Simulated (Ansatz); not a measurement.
MoS2:
```xyz
6
Lattice="3.1222 0.0000 0.0000 -1.5611 2.7039 0.0000 0.0000 0.0000 12.0779" Properties=species:S:1:pos:R:3 pbc="T T T"
Mo     0.0000     1.8026     3.0195
Mo     1.5611     0.9013     9.0584
S      0.0000     1.8026     7.5042
S      1.5611     0.9013     1.4653
S      1.5611     0.9013     4.5736
S      0.0000     1.8026    10.6125
```

Tensor components refer to the Cartesian frame of this cell.

Question: Give the high-frequency dielectric tensor and the Born effective charge tensors of the independent atoms from DFPT, plane-wave PAW LDA (Ansatz code).

Answer: 
ε∞:
```
15.4  0.00  0.00
0.00  15.4  0.00
0.00  0.00  7.38
```
Z* of atom 1 (Mo), rows: field, columns: displacement, in e:
```
-1.16   0.00   0.00
 0.00  -1.16   0.00
 0.00   0.00  -0.83
```
Z* of atom 3 (S), rows: field, columns: displacement, in e:
```
0.58  0.00  0.00
0.00  0.58  0.00
0.00  0.00  0.42
```

Space group P6_3/mmc. Symmetry was held in the LDA relaxation. No spin polarisation was allowed. A crystal of weakly bound layers computed without a dispersion correction: the cell and the soft elastic constants depend strongly on that. Spin–orbit coupling is left out wherever it is not named.

Potentials: the later of the program's two PAW sets.
